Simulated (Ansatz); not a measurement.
Starting cell, ZnS (zinc blende):

```
ZnS
1.0
    0.00000     2.67833     2.67833
    2.67833     0.00000     2.67833
    2.67833     2.67833     0.00000
S Zn
1 1
Direct
  0.75000   0.75000   0.75000
  0.00000   0.00000   0.00000
```

Scan: atom 2 (Zn, nearest neighbour S at 2.320 Å; its periodic images, 3.8 Å or more away, move with it) is displaced along Cartesian z, direction (0.000, 0.000, 1.000) in Cartesian axes, by s. The other atoms stay.

These are PBEsol (plane waves to 420 eV, PAW, scalar-relativistic; Ansatz, a first-principles code) values and carry that method's errors. k mesh 9×9×9 (Γ-centred), Fermi-Dirac smearing 0.05 eV. Energies are smeared free energies. ZnS was relaxed with its symmetry unable to fall. ΔE is measured from the undisplaced structure.

The scan covers s from -0.700 to 0.700 Å in 11 points.

**Question.** Is this a single well or a double well?

**Answer.** A single well with its minimum at or next to zero displacement.

**Question.** Is the energy the same for equal positive and negative displacements?

**Answer.** Even: the same for both signs. With its periodic images moving along, the atom's site symmetry in this cell is -43m.

**Question.** What is the energy change at s = 0.700 Å?

**Answer.** 1279 meV/cell.

**Question.** What force acts on the atom along the line at s = -0.700 Å?

**Answer.** 3.02 eV/Å.

**Question.** What is the force constant k = d²E/ds² of this move at s = 0?

**Answer.** 6.15 eV/Å².

(A displaced cell: forces are minus the slopes of the energy, force constants its curvatures, and phonons follow from these.)
